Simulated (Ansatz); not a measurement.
TaAl:
```xyz
2
Lattice="0.0000 2.6274 2.6274 2.6274 0.0000 2.6274 2.6274 2.6274 0.0000" Properties=species:S:1:pos:R:3 pbc="T T T"
Ta     0.0000     0.0000     0.0000
Al     2.6274     2.6274     2.6274
```

Relaxed with r²SCAN.

Task: Map the valence electron density (e/Å³), cut off at 2 on the plane through (0.000, 0.000, 0.000) spanned by u = [1, 0, 0] and v = [0, 1, -1] in lattice vectors, from DFT-r²SCAN in the program Ansatz with PAW potentials.

Result: x is the fraction of u, y of v (the angle between them is 90°; rows are the nearest grid lines); atoms in the plane: Ta at (0.00, 0.00), Al at (0.50, 0.50).
```
|@@@@%:.      .:%@@@@|
|@@@@%:.      .:%@@@@|
|@@@@*:.      .:*@@@@|
|@@@%-..      ..-%@@@|
|%%*-:...    ...:-*%%|
|:::.....    .....:::|
|.......      .......|
|    ..        ..    |
|                    |
|                    |
|                    |
|                    |
|    ..        ..    |
|.......      .......|
|:::.....    .....:::|
|%%*-:...    ...:-*%%|
|@@@%-..      ..-%@@@|
|@@@@*:.      .:*@@@@|
|@@@@%:.      .:%@@@@|
|@@@@%:.      .:%@@@@|
```
Scale: ten equal steps from 0.068 (start of ' ') to 2.00 (end of '@'), in the order ' .:-=+*#%@'; x runs from 0.000 to 1.00, y from 0.000 (bottom) to 1.00 (top).

The density is the valence pseudo-density with augmentation charge, so density and ELF within about 1 Å of a nucleus are not all-electron values.

Space group Fm-3m (rock salt). The start of the workflow was typed in or built on a structure type; neither database checked (COD, Materials Project) lists it. Its standing as an ambient phase is unchecked. The cell was relaxed with r²SCAN under the symmetry of its start. At this level the phase is mechanically unstable. The run is not spin-polarised. Its formation energy is positive at this level, so the cell may be metastable or incomplete. Scalar-relativistic: spin–orbit coupling is off unless named, which matters more the heavier the elements.

Potentials: the later of the program's two PAW sets.
